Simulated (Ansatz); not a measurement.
Base run

Ansatz input (lattice in Å, positions in fractions of it; a bare `kind: paw` takes the build's default datasets)
```yaml
crystal:
  lattice:
    - [0.0, 2.165, 2.165]
    - [2.165, 0.0, 2.165]
    - [2.165, 2.165, 0.0]
  atoms:
    - { symbol: Ti, position: [0.0080002347, 0.0080002347, 0.0080002347] }
    - { symbol: C, position: [0.5, 0.5, 0.5] }
kpoints:
  mp_grid: { grid: [4, 4, 4] }
hamiltonian:
  xc: hse06
  pseudopotentials: { kind: paw }
scf:
  occupations: { method: fermi_dirac, width: 0.1 }
output:
  forces: true
  stress: true
  eigenvalues: true
```

Method: HSE06, plane waves, PAW datasets (generated soft set 1) (Ansatz).

The cutoff used is 420 eV.

The stress includes the program's correction for the finite plane-wave basis.

It gives a pressure of -3.87 GPa and an rms force of 0.078 eV/Å.

Question: What changes with an exchange cutoff ratio of 1?

Answer: The pressure increases by 0.01 GPa, the forces move by 0.0 meV/Å (rms), and the free energy changes by +5.96 meV/atom.

Question: What changes with an exchange cutoff ratio of 2?

Answer: The pressure is unchanged to within 0.01 GPa, the forces move by 0.0 meV/Å (rms), and the free energy changes by -0.01 meV/atom.

Question: What changes with the regularized exchange singularity in place of the Wigner–Seitz cut?

Answer: The pressure falls by 0.09 GPa, the forces move by 1.7 meV/Å (rms), and the free energy changes by -1.98 meV/atom.

The k-mesh is coarse, so these values belong to this mesh and can lie far from the converged ones.
